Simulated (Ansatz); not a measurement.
## Debugging a calculation of As2Se

The input below was meant for crystalline As2Se, with PBE, plane waves and PAW in Ansatz.

```yaml
crystal:
  lattice:
    - [-3.529418, 3.529418, 2.653571]
    - [3.529418, -3.529418, 2.653571]
    - [3.529418, 3.529418, -2.653571]
  atoms:
    - { symbol: As, position: [0.875, 0.125, 0.75] }
    - { symbol: As, position: [0.375, 0.125, 0.25] }
    - { symbol: As, position: [0.875, 0.625, 0.75] }
    - { symbol: As, position: [0.875, 0.125, 0.25] }
    - { symbol: Se, position: [0.5, 0.5, 0.0] }
    - { symbol: Se, position: [0.25, 0.75, 0.5] }
basis:
  ecutwfc: 420
kpoints:
  mp_grid: { grid: [8, 8, 8] }
hamiltonian:
  xc: pbe
scf:
  occupations: { method: gaussian, width: 0.1 }
  max_iter: 1
output:
  forces: true
  stress: true
  eigenvalues: true
```

Command:

```bash
ansatz run input.yaml --threads 1 --pin off --max-ram 2560MiB --backend cpu --events-out ev --progress --plain --runs-dir out
```

Output, shortened (HF is the Harris–Foulkes energy, dr2 the density residual in eV):

```text
Pseudopotential: As, paw, valence charge 15, recommended cutoff 420 eV (normal)
Pseudopotential: Se, paw, valence charge 16, recommended cutoff 420 eV (normal)
Crystal: 6 atoms, lattice volume = 132.220 Å³
Basis set: ecut = 420 eV, 2589 PW (Γ), exchange–correlation on 80×80×80 points (8 copies of the dense FFT grid, shifted against one another)
Bands: 56, of which v1, the nominal top of the filled ones, is band 46 counted from 1 (45 counted from 0)
Symmetry: 16 space group operations
Space group: I41/amd (ITA 141), of the structure as read, at distance tolerance 5.1e-5 Å
k-points: 59 of 512
Initial density: superposition of atomic densities, corrected by the library's trained network
SCF iter   1: HF=-30362.225202 eV  Δρ=1.83e-3  dr2=8.55e-3
Error: did not converge after 1 iterations: dr2 = 8.55e-3 (threshold 1.00e-7), under the density mixer `msr1`, which `scf.mixing.algorithm: auto` chose by the deck's other keys (type `scf.mixing.algorithm: msr1` to keep it); raise `scf.max_iter`, which need not help a stalled SCF …
```

Problem. What is the cause?
A. A functional's name that the program doesn't know
B. Too few SCF iterations allowed
C. An atom listed twice
D. Plain mixing at a large step in a long cell
E. A Hubbard U on a shell that the atom lacks

Solution. B. The limit came before the density residual met its threshold. The cure is a higher or no limit.

The change to the input:

```diff
 scf:
-  max_iter: 1
```

The mended run converges, with a pressure of -0.08 GPa, no gap.

The mended run took 77 s on 1 thread of Intel(R) Xeon(R) Processor @ 2.50GHz (Skylake/Cascade Lake), with other jobs on the host, peak memory 0.6 GiB.